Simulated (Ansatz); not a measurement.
Values for one crystal, relaxed and computed with DFT-LDA in the program Ansatz with PAW potentials; other levels are named.

- Volume per atom = 5.80 Å³
- Electronic character = metallic (no gap)
- Formation energy from the elements (no fitted shifts) = 0.15 eV/atom
- Density of states at the Fermi level = 0.13 states/eV per atom (mean over ±0.08 eV)
- Pressure derivative B′ = 3.7
- Zone-centre stability = no imaginary mode at Γ
- Highest zone-centre frequency = 1217 cm^-1

### Question
Which compound is it?
A) BW2, I4/mcm (B on 4a, W on 8h)
B) BC5, P3m1 (Pearson symbol hP6)
C) Ta2C, P-3m1 (Ta on 2d, C on 1a)
D) ScC, rock salt

### Answer
B, BC5, P3m1 (Pearson symbol hP6)

The workflow started from a Materials Project entry (that database holds measured and hypothetical structures alike); the Crystallography Open Database copy checked does not list it. Whether it is the stable phase at ambient conditions was not checked. Symmetry was held in the LDA relaxation. Its formation energy is positive at this level, so the cell may be metastable or incomplete. As this level gives no gap, phonon frequencies hold no LO–TO term and depend on the k-mesh and smearing (Fermi–Dirac, 0.1 eV here). The references are the lowest solids computed at this level, not always the standard phases.

Potentials: the later of the program's two PAW sets.
